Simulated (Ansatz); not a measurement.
CuI:
```
CELL_PARAMETERS angstrom
      0.00000     2.96970     2.96970
      2.96970     0.00000     2.96970
      2.96970     2.96970     0.00000
ATOMIC_POSITIONS crystal
  I  0.75000 0.75000 0.75000
  Cu 0.00000 0.00000 0.00000
```

The program Ansatz at the PBEsol level (PAW) gives a gap of 1.17 eV without spin–orbit coupling, maximum at Γ, minimum at Γ.

Task: What happens when spin–orbit coupling is switched on?

Result: The gap drops by 0.17 eV, to 1.00 eV; maximum on the Γ–X line, 1 % of the way from Γ, minimum at Γ.

Task: How large is the spin–orbit splitting of the valence top at Γ?

Result: The fourfold level lies 0.49 eV above the split-off pair.

Space group F-43m (zinc blende). The cell was relaxed with PBEsol under the symmetry of its start. No spin polarisation was allowed.

Potentials: the later of the program's two PAW sets.
